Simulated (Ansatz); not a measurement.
Ge2W in space group Fddd (No. 70; Ge on 16f, W on 8a), DFT-PBE in the program Ansatz with PAW potentials, all energies at zero smearing, with the estimated change up to a 700 eV cutoff added, with one set of potentials and settings (totals compare only within such a set). Cell of 6 atoms (4 Ge, 2 W): -37948.340 eV.

```json
[
 {"element": "Ge", "reference phase": "Fd-3m, 2 atoms in the cell", "E (eV/atom)": "-4294.9847"},
 {"element": "W", "reference phase": "Im-3m, 1 atoms in the cell", "E (eV/atom)": "-10384.8193"}
]
```

Formation energy per atom, worked out: (-37948.340 − 4×(-4294.9847) − 2×(-10384.8193))/6 = 0.206 eV/atom (20 kJ per mol of atoms), at 0 K, without zero-point energy or fitted corrections.

A made-up cell: these elements were put on the sites of a structure type; neither database checked (COD, Materials Project) lists it. COD files the formula under space group No. 139, so this cell is another polymorph or a model. Whether it is the stable phase at ambient conditions was not checked. The PBE relaxation kept the symmetry of its start; whether a distortion lowers the energy is not shown. The run is not spin-polarised. The references are the lowest solids computed at this level, not always the standard phases. Spin–orbit coupling is left out wherever it is not named.

Potentials: the later of the program's two PAW sets.
